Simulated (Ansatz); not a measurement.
The start is a relaxed ScIr cell, doubled along one cell vector, shaken by Gaussian noise of σ = 0.08 Å a coordinate. The structure is fully relaxed (lattice and positions, P = 0) with PBEsol (plane waves to 420 eV, PAW, scalar-relativistic; Ansatz, a quantum-chemistry and plane-wave program). First-step values are on the input's coarse k-mesh.

Ansatz input (later rounds restart from its end on a renewed k-mesh):
Ansatz 0.2 input:
```yaml
crystal:
  lattice:
    - [0, 2.6447653552, 2.6447653552]
    - [5.2895307104, 0, 5.2895307104]
    - [2.6447653552, 2.6447653552, 0]
  atoms:
    - { symbol: Ir, position: [0.4645333973, 0.2475849599, 0.5652699056] }
    - { symbol: Ir, position: [0.4713549221, 0.782712509, 0.4992997722] }
    - { symbol: Sc, position: [0.023987551, -0.0079202963, -0.0105187558] }
    - { symbol: Sc, position: [0.0129398574, 0.4974666768, -0.0254054555] }
basis: { ecutwfc: 420, ecutrho_ratio: 4, xc_grid: 2, fft_grid_basis: typed }
kpoints: { mp_grid: { grid: [11, 6, 11] } }
hamiltonian:
  xc: pbesol
  dispersion: none
  pseudopotentials: { kind: paw }
scf: { occupations: { method: fermi_dirac, width: 0.05 } }
relax: { f_tol: 0.01, max_steps: 100, cell: { stress_tol: 0.02 } }
output: { forces: true, stress: true }
```

What pressure does the first self-consistent step give?

+3.4 GPa (positive: the cell is compressed).

Which atoms feel the largest initial force, and how large is it?

1.57 eV/Å, on Ir2 (atoms numbered as listed).

By how much does the energy per atom fall from start to end?

0.82 eV/atom.

How does the volume change?

-12.3 %, from 18.50 to 16.22 Å³/atom.

Is the parent structure recovered?

It does not go back: it reaches Pm-3m (No. 221), CsCl type, 0.73 eV/atom below the parent.

How do the shortest distances between atoms change?

The closest pairs of elements (up to four, under 3.6 Å), start → end: Ir–Sc 2.41 → 2.76 Å; Ir–Ir 3.49 → 3.19 Å; Sc–Sc 3.69 → 3.19 Å.

What band gap does the relaxed structure have at this level?

Zero (metallic).

What does it relax into? Give the structure.


Space group Pm-3m (No. 221); a = 3.189 Å, b = 3.189 Å, c = 3.189 Å, α = 90.00°, β = 90.00°, γ = 90.00°

| atom | site | symmetry | x | y | z |
|---|---|---|---|---|---|
| Ir | 1a | m-3m | 0.0000 | 0.0000 | 0.0000 |
| Sc | 1b | m-3m | 0.5000 | 0.5000 | 0.5000 |

Final values are on a 15×15×15 k-mesh of the relaxed cell. No spin polarisation in the result.

Of the parent cell (Fm-3m (No. 225)): it is a generated cell of ScIr: the first start was made by a random draw of sites in a space group, and the end was not matched to a known phase here, so it may be hypothetical.
